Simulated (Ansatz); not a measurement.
PdGe: pressure against volume

PdGe, Pnma, a = 5.770 Å, b = 3.523 Å, c = 6.226 Å. The structure is a COD entry; whether it is the stable form wasn't checked. Ansatz: PBEsol, PAW, 420 eV, Γ-centred 6×10×6 mesh on 8 atoms, Gaussian smearing 0.10 eV; no spin polarisation. Shape and atoms are relaxed at each volume; pressure is positive in compression.

```
V (Å³/atom) P (GPa)
     14.869        ?
     15.344     4.76
     15.818    -0.01
     16.293    -3.96
     16.767    -7.22
```

Task: Take V0 = 15.818 Å³/atom, count pressures from its P0 = -0.01 GPa, fit the third-order Birch–Murnaghan form to the other rows, and predict the missing pressure.

Result: With the Eulerian strain f = ½[(V0/V)^(2/3) − 1] and y = (P − P0)/[3f(1 + 2f)^(5/2)], the form is the line y = B0 + 1.5 B0 (B0′ − 4) f. Rows (f, y): 0.01024, 147.6; -0.00977, 141.6; -0.01905, 139.0. Means f = -0.006193, y = 142.73; Σ(Δf)² = 0.0004481, ΣΔfΔy = 0.1320; the slope is their ratio. y = 144.6 + 294.6 f GPa, so B0 = 144.6 GPa and B0′ = 4 + 2 × (294.6)/(3 × 144.6) = 5.36. At V = 14.869, f = 0.02105, y = 150.80 and P = 10.55 GPa. The run gave 10.50 GPa, so the fit is 0.05 GPa too high, a small miss on the scale of the series. The form still works here, 33 % of the fitted range beyond its end.